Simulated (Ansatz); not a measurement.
SiGe:
```
SiGe
1.0
    3.92333     0.00000     0.00000
    0.00000     3.92812     0.00000
    0.00000     0.00000     5.54304
Si Ge
2 2
Cartesian
  2.94250   0.00000   4.87778
  0.98083   0.00000   0.66525
  0.98083   1.96406   2.04766
  2.94250   1.96406   3.49538
```

Relaxed with r²SCAN. Special points in fractions of this cell's reciprocal vectors: Γ (0.000, 0.000, 0.000); X (0.500, 0.000, 0.000); S (0.500, 0.500, 0.000); Y (0.000, 0.500, 0.000); Z (0.000, 0.000, 0.500); U (0.500, 0.000, 0.500); R (0.500, 0.500, 0.500); T (0.000, 0.500, 0.500).

Q: List the band energies nearest the valence-band maximum at these points for DFT-r²SCAN with spin–orbit coupling in the program Ansatz with PAW potentials.

A: In eV from the valence-band maximum; about four levels below and three above (degenerate sets whole), none deeper than 8.9 eV; points with the same levels are listed once.

| k | below | above |
|---|---|---|
| Γ | -0.07 -0.07 0.00 0.00 | 0.76 0.76 0.96 0.96 |
| X | -1.61 -1.61 -1.61 -1.61 | 2.44 2.44 2.44 2.44 |
| S | -3.13 -3.13 -3.13 -3.13 | 0.56 0.56 0.56 0.56 |
| Y | -1.88 -1.88 -1.31 -1.31 | 2.10 2.10 2.81 2.81 |
| Z | -2.15 -2.15 -1.88 -1.88 | 0.89 0.89 1.42 1.42 |
| U | -1.42 -1.42 -1.42 -1.42 | 1.07 1.07 1.07 1.07 |
| R | -4.07 -4.07 -4.07 -4.07 | 4.52 4.52 4.52 4.52 |
| T | -1.42 -1.42 -1.10 -1.10 | 0.60 0.60 1.55 1.55 |

Space group Pmma. The start of the workflow was typed in or built on a structure type; neither database checked (COD, Materials Project) lists it. Whether it is the stable phase at ambient conditions was not checked. The cell was relaxed with r²SCAN under the symmetry of its start; whether a distortion lowers the energy is not shown.

Potentials: the later of the program's two PAW sets.
